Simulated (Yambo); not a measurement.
A G0W0@PBEsol run in Yambo for CsSrF$_{3}$ (cubic perovskite, space group Pm-3m, No. 221) (2×2×2 Γ-centred k mesh, 314 bands and a 7 Ry block in the screening, 314 bands in G with the Bruneval-Gonze terminator, plasmon pole fitted at 27.2 eV) gives these matrix elements, in eV, at the band edges (Γ → Γ):

| state | E0 | <Vxc> | <Σx> | <Σc(E0)> | Z |
|---|---|---|---|---|---|
| valence edge | 0.000 | -22.228 | -29.852 | 4.824 | 0.806 |
| conduction edge | 6.226 | -8.026 | -3.807 | -3.048 | 0.890 |

**Question.** Solve the linearised quasiparticle equation for both states, give the gap, and say how exchange and correlation each act on it.

**Answer.** E = E0 + Z(Σx + Σc − Vxc). Valence: 0.000 + 0.806 × (-29.852 + (4.824) − (-22.228)) = -2.26 eV. Conduction: 6.226 + 0.890 × (-3.807 + (-3.048) − (-8.026)) = 7.27 eV. The gap is 9.52 eV, against 6.23 eV in PBEsol. Replacing Vxc by bare exchange alone would open it by 11.84 eV; correlation takes back 7.87 eV of that, and Z scales what is left. Nearest settings tried, and what they do to the gap: 1 Ry block (27 vectors against 257): +1094 meV. Not varied: bands in G, bands in W, mesh. So the settings aren't converged at that level. The k mesh is coarse. The cell is held in this high symmetry; tilts and polar distortions were not searched.

Geometry of the Materials Project entry, not relaxed at this level; primitive cell a = b = c = 4.763 Å, α = β = γ = 90.00°.

The structure is a Materials Project entry; no match was found in the copy of COD used, and its stability was not checked.
